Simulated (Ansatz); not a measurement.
A 14-atom cell of SiGe2N4 built on β-Si3N4, 14 atoms and 104 valence electrons in a cell of about 163 Å³, was run 8 times in Ansatz, each time on 1 × NVIDIA H100 80GB HBM3 with 2 threads of AMD EPYC 7R13 Processor (Zen 3), with other jobs on the host.

```
                   run  k mesh  irreducible k  cutoff (eV)  plane waves  bands  SCF iterations  wall time  peak host memory (GiB)
       relaxation, PBE   4×8×4             50          420         3305     66              73       41 s                     1.2
    relaxation, r2SCAN   4×8×4             50          500         4169     66              36       25 s                     1.4
            bands, PBE   4×8×4             50          420         3149     59               8       16 s                     1.1
  single point, r2SCAN   4×8×4             50          500         4169     59               8       13 s                     1.3
   single point, HSE06   2×6×2             16          420         3149     59              17       75 s                     2.4
 single point, PBE+SOC   4×8×4             50          420         3149    118              11       18 s                     1.9
field response, r2SCAN   4×8×4             68          500         4169     66              17    2.2 min                     5.3
    single point, PBE0   2×6×2             16          420         3149     59              18       63 s                     2.4
```

The slowest run (field response, r2SCAN) took about 10 times as long as the quickest (single point, r2SCAN).

Only the levels marked +SOC include spin-orbit coupling.
